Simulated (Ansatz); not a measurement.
Ag:
```
Ag
1.0
    0.00000     3.81818     3.81818
    3.81818     0.00000     3.81818
    3.81818     3.81818     0.00000
Ag
6
Direct
  0.75000   0.75000   0.75000
  0.50000   0.50000   0.50000
  0.12500   0.62500   0.12500
  0.12500   0.12500   0.12500
  0.62500   0.12500   0.12500
  0.12500   0.12500   0.62500
```

Relaxed with r²SCAN.

Map the electron localisation function on the plane through (0.125, 0.625, 0.125) spanned by u = [1, 1, 0] and v = [1, -1, 0] in lattice vectors, from DFT-r²SCAN in the program Ansatz with PAW potentials.

x is the fraction of u, y of v (the angle between them is 90°; rows are the nearest grid lines); atoms in the plane: Ag at (0.00, 0.00), Ag at (0.50, 0.50), Ag at (0.25, 0.75), Ag at (0.75, 0.25), Ag at (0.00, 0.50), Ag at (0.50, 0.00).
```
|@%+=:.         .:=+%%+=:.         .:=+%@|
|%#+=:    ...    :=+##+=:           :=+#%|
|*+=-.   .:::.   .-=++=-:           :-=+*|
|--:.  .:==+==:.  .:--:.             .:--|
|...   .-=***=-.   ....               ...|
|   .. :=+#@#+=: ..                      |
|  ... :=+%@%+=: ...                     |
|.. .. :-+*%*+-: .. ..                 ..|
|::..  .-=+++=-.  ..::..             ..::|
|++=-.  .:---:.  .-=++=-.           .-=++|
|#*+-:   .....   :-+**+=:           :=+*#|
|@%+=:           :=+%%+=:.         .:=+%@|
|@%+=:.         .:=+%%+=:           :=+%@|
|#*+=:           :=+**+-:   .....   :-+*#|
|++=-.           .-=++=-.  .:---:.  .-=++|
|::..             ..::..  .-=+++=-.  ..::|
|..                 .. .. :-+*%*+-: .. ..|
|                     ... :=+%@%+=: ...  |
|                      .. :=+#@#+=: ..   |
|...               ....   .-=***=-.   ...|
|--:.             .:--:.  .:==+==:.  .:--|
|*+=-:           :-=++=-.   .:::.   .-=+*|
|%#+=:           :=+##+=:    ...    :=+#%|
|@%+=:.         .:=+%%+=:.         .:=+%@|
```
Scale: ten equal steps from 0.113 (start of ' ') to 0.881 (end of '@'), in the order ' .:-=+*#%@'; x runs from 0.000 to 1.00, y from 0.000 (bottom) to 1.00 (top).

The density is the valence pseudo-density with augmentation charge, so density and ELF within about 1 Å of a nucleus are not all-electron values.

Space group Fd-3m. The start of the workflow was typed in or built on a structure type; neither database checked (COD, Materials Project) lists it. It is not the phase usual at ambient conditions (space group No. 225). The r²SCAN relaxation kept the symmetry of its start; its stability against distortions is not shown here. No spin polarisation was allowed.

Potentials: the earlier of the program's two PAW sets.
